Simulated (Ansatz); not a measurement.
In PBEsol (plane waves, PAW; program Ansatz), TaAl in the L1₀ or tetragonal B2 structure (P4/mmm) relaxes to a = 2.807 Å, c = 4.155 Å. Al has 12 nearest neighbours from 2.81 Å (cuboctahedral). Its formation energy from the elements is -0.22 eV/atom, with no fitted shifts.

Electronic character: metallic (no gap). Gap from PBEsol with spin–orbit coupling: none (metallic).

An equation-of-state fit gives a bulk modulus of 165 GPa. The relaxed-ion elastic constants in GPa are C11 = 361, C12 = 36.6, C13 = 116, C33 = 236, C44 = 116, C66 = -3.3. The highest mode at Γ lies at 304 cm⁻¹.

The start of the workflow was typed in or built on a structure type; neither database checked (COD, Materials Project) lists it. Its standing as an ambient phase is unchecked. Symmetry was held in the PBEsol relaxation. At this level the phase is mechanically unstable. No spin polarisation was allowed. As this level gives no gap, shear constants depend on the k-mesh and smearing (Fermi–Dirac, 0.1 eV here). As this level gives no gap, phonon frequencies hold no LO–TO term and depend on the k-mesh and smearing (Fermi–Dirac, 0.1 eV here). Axis ratios of metals converge slowly with the k-mesh, so a and c are less sure than the volume. The references are the lowest solids computed at this level, not always the standard phases. Scalar-relativistic: spin–orbit coupling is off unless named, which matters more the heavier the elements.

Potentials: the later of the program's two PAW sets.
